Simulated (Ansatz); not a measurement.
**Levels of theory for TiSi3O8 (rutile sites, Cmmm)**

All numbers come from Ansatz 0.2.0. No spin polarisation. The prototype was imposed, so other structures may be more stable.

TiSi3O8 on the sites of the rutile structure (relaxed group Cmmm), relaxed with r2SCAN. Si is surrounded by 6 O at 1.79–1.80 Å; Ti is surrounded by 6 O at 1.91–1.95 Å; O is surrounded by 2 Si at 1.76–1.80 Å and 1 Ti at 1.91 Å; O is surrounded by 2 Si at 1.79 Å and 1 Ti at 1.95 Å; Si is surrounded by 6 O at 1.76–1.87 Å; O is surrounded by 3 Si at 1.79–1.87 Å.

Space group Cmmm (No. 65). a = 6.011 Å, b = 6.115 Å, c = 5.504 Å, α = 90.00°, β = 90.00°, γ = 90.00°
```tsv
atom	site	symmetry	x	y	z
Si	4l	mm2	0.5000	0.0000	0.2559
Ti	2a	mmm	0.0000	0.0000	0.0000
O	8o	.m.	0.2009	0.0000	0.2680
O	4i	m2m	0.5000	0.8185	0.0000
Si	2d	mmm	0.0000	0.0000	0.5000
O	4j	m2m	0.5000	0.8055	0.5000
```

Relaxed lattice by functional, symmetry kept:
```tsv
functional	k mesh	a (Å)	b (Å)	c (Å)	volume (Å³/atom)
PBE	6×6×4	6.083	6.186	5.543	8.69
r2SCAN	6×6×4	6.011	6.115	5.504	8.43
PBEsol	6×6×4	6.025	6.121	5.511	8.47
```

On this one geometry the levels give:
```tsv
level	k mesh	gap (eV)	kind	edges	least direct gap (eV)
PBE	6×6×6	1.79	direct	Γ	1.79
r2SCAN	6×6×6	2.23	direct	Γ	2.23
HSE06	4×4×4	3.61	direct	Γ	3.61
PBE0	4×4×4	4.39	direct	Γ	4.39
```
PBE: smearing of 0.02 eV; the others have fixed occupations.
Wave cutoffs: 420 eV, 500 eV (r2SCAN).

With HSE06 the gap is 3.61 eV and direct, at Γ.

r2SCAN covers 24 % of the step from PBE to HSE06. Among these functionals the gap stays direct.

On the PBEsol cell (a = 6.025 Å, b = 6.121 Å, c = 5.511 Å), with PBEsol: All optical modes at Γ are real, from 136 to 896 cm⁻¹ without the longitudinal term; this says nothing of other wave vectors. With the long-range field the highest mode reaches 936 cm⁻¹. ε∞: 4.30, 4.49 and 4.94 along x, y and z. With the ions relaxed, ε⁰ is 34.8, 20.9 and 16.7 along x, y and z. Born charges, averaged over directions: Si +3.96 to +4.36, Ti +5.46, O -2.30 to -2.19 e. The program notes that the ground state's band table doesn't vouch for all the bands that the response reads.

The meshes of the hybrids are coarse, so their gaps aren't converged to the digits shown.
